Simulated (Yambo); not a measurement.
Consider the following.

```
LiBaF3
1.0
    3.98858     0.00000     0.00000
    0.00000     3.98858     0.00000
    0.00000     0.00000     3.98858
Li F Ba
1 3 1
Direct
  0.50000   0.50000   0.50000
  0.00000   0.50000   0.50000
  0.50000   0.00000   0.50000
  0.50000   0.50000   0.00000
  0.00000   0.00000   0.00000
```

Workflow: norm-conserving PBEsol (Quantum ESPRESSO, 84 Ry, with spin-orbit coupling), then G0W0 in Yambo (4×4×4 Γ-centred k mesh, bands 3 to 146 and a 6 Ry block in the screening, 146 bands in G with the Bruneval-Gonze terminator, plasmon pole fitted at 27.2 eV).

Give the PBEsol and G0W0 gaps between the band edges found on this mesh, and say where the edges lie.

Edges: Γ → Γ. PBEsol: 6.56 eV; G0W0: 9.89 eV. Nearest settings tried, and what they do to the gap: 5 Ry block (93 vectors against 123): +45 meV. Not varied: bands in G, bands in W, mesh. So the settings aren't converged at that level. The cell is held in this high symmetry; tilts and polar distortions were not searched.

Geometry of the Materials Project entry, not relaxed at this level.

The structure is a Materials Project entry; no match was found in the copy of COD used, and its stability was not checked.
